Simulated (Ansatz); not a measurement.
C, first-principles data

C:
```cif
data_C8
_chemical_formula_sum 'C8'
_space_group_name_H-M_alt 'I41/amd :1'
_space_group_IT_number 141
_space_group_name_Hall 'I 4bw 2bw -1bw'
_cell_length_a 2.52879
_cell_length_b 2.52879
_cell_length_c 8.62072
_cell_angle_alpha 90.000
_cell_angle_beta 90.000
_cell_angle_gamma 90.000
loop_
_atom_site_label
_atom_site_type_symbol
_atom_site_symmetry_multiplicity
_atom_site_Wyckoff_symbol
_atom_site_fract_x
_atom_site_fract_y
_atom_site_fract_z
_atom_site_occupancy
C1 C 8 e 0.00000 0.00000 0.41380 1
```
(The calculation used a cell of 4 atoms; values per cell refer to that cell.)

Space group I4_1/amd (No. 141); conventional cell a = 2.5288 Å, b = 2.5288 Å, c = 8.6207 Å, α = 90.00°, β = 90.00°, γ = 90.00°.

Method: plane-wave PAW r²SCAN (Ansatz code). Geometry: relaxed at this level of theory. Other levels are named where they apply.

**Cell and energy**

```yaml
volume_per_atom: 6.89 Å³
density: 2.89 g/cm³
```

**Electronic structure**

```yaml
electronic_character: metallic (no gap)
Density of states at the Fermi level: 0.13 states/eV per atom (mean over ±0.08 eV)
```

**Mechanics**

```yaml
Bulk modulus (Birch–Murnaghan fit): 346 GPa
Pressure derivative B′: 3.5
```

The start of the workflow was typed in or built on a structure type; the Crystallography Open Database files this formula in space group No. 141, but the cells were not matched. It is not the phase usual at ambient conditions (space group No. 194, 227). Symmetry was held in the r²SCAN relaxation; whether a distortion lowers the energy is not shown.

Potentials: the later of the program's two PAW sets.
